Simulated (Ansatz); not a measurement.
# ¹⁷O NMR of the central transition in Na3LiCuPCO7

Cell: a computed structure from the Materials Project (it need not be an observed phase), taken as it stands.

```xyz
28
Lattice="5.1593 0.0000 0.0000 0.0000 6.4357 0.0000 -0.0763 0.0000 9.8787" Properties=species:S:1:pos:R:3 pbc="T T T"
Na    3.9095    4.8268    9.0018
Na    1.1982    0.1073    7.5074
Na    1.1982    3.1106    7.5074
Na    3.8848    3.3251    2.3712
Na    3.8848    6.3284    2.3712
Na    1.1736    1.6089    0.8769
Li   -0.0381    0.0000    4.9393
Li   -0.0381    3.2178    4.9393
Cu    3.6639    1.6089    6.5725
Cu    1.4191    4.8268    3.3061
P     3.3412    4.8268    5.8498
P     1.7418    1.6089    4.0289
C     3.7044    1.6089    9.4207
C     1.3786    4.8268    0.4580
O     1.3048    4.8268    9.0271
O     2.5657    1.6089    8.7837
O     4.8362    1.6089    8.7835
O     3.9255    6.0754    6.6135
O     3.9255    3.5782    6.6135
O     1.1017    1.6089    5.4646
O     1.8009    4.8268    5.8526
O     3.2821    1.6089    4.0261
O     3.9814    4.8268    4.4140
O     1.1575    0.3603    3.2652
O     1.1575    2.8575    3.2652
O     0.2468    4.8268    1.0951
O     2.5173    4.8268    1.0949
O     3.7782    1.6089    0.8516
```

Sites (sets of like atoms) are named by element and the number of their first atom in this list.

Method: Kohn–Sham DFT in Ansatz, PBE, plane waves and PAW, scalar-relativistic, 420 eV cutoff, Γ-centred 4×3×2 k-points, Fermi–Dirac smearing 0.02 eV.

¹⁷O has I = 5/2 and Q = -25.58 mb (Pyykkö 2018); at 11.7 T its Larmor frequency is ν₀ = 67.6 MHz. Only the quadrupole interaction is simulated: positions count from each site's isotropic chemical shift, and shift anisotropy, dipolar and J coupling are left out.

(1) What does the ¹⁷O spectrum (static powder) show for each site?

Answers

(1) 

```csv
site,first shell,C_Q (MHz),η,P_Q (MHz),δ_QIS (ppm),breadth (kHz)
O15,"1 C at 1.31 Å, 3 Na at 2.29–2.55 Å; also 1 Na at 2.60 Å",-7.56,0.79,8.31,-90.7,45.4
O16,"1 C at 1.30 Å; also 3 Na at 2.40–2.46 Å, 1 Cu at 2.47 Å",-7.35,0.84,8.18,-88.0,44.3
O17,"1 C at 1.30 Å; also 3 Na at 2.43–2.49 Å, 1 Cu at 2.50 Å",-7.30,0.97,8.36,-91.9,46.6
O18,"1 P at 1.58 Å, 1 Cu at 1.99 Å, 1 Li at 2.09 Å; also 3 Na at 2.63–2.91 Å",-5.80,0.17,5.83,-44.6,17.9
O20,"1 P at 1.57 Å, 2 Li at 2.04 Å; also 2 Na at 2.54 Å, 2 Cu at 2.79–2.82 Å",-5.34,0.06,5.34,-37.5,13.9
O21,"1 P at 1.54 Å; also 2 Na at 2.46 Å, 1 Cu at 2.57 Å, 2 Li at 2.61 Å",-5.25,0.16,5.27,-36.5,14.6
```

δ_QIS = −(ν_Q²/30ν₀²)[I(I+1) − 3/4](1 + η²/3) × 10⁶ ppm with ν_Q = 3|C_Q|/[2I(2I−1)]; it falls as 1/B₀² in ppm, and the breadth as 1/B₀ in kHz.

At O18 and O20 V_zz points along its shortest bond, to P (within 10°) in each case. At O21 V_zz points along its bond to P (within 2°).

The largest force is 0.5 eV/Å, so the atoms aren't at the calculated equilibrium and relaxing them would move these values.
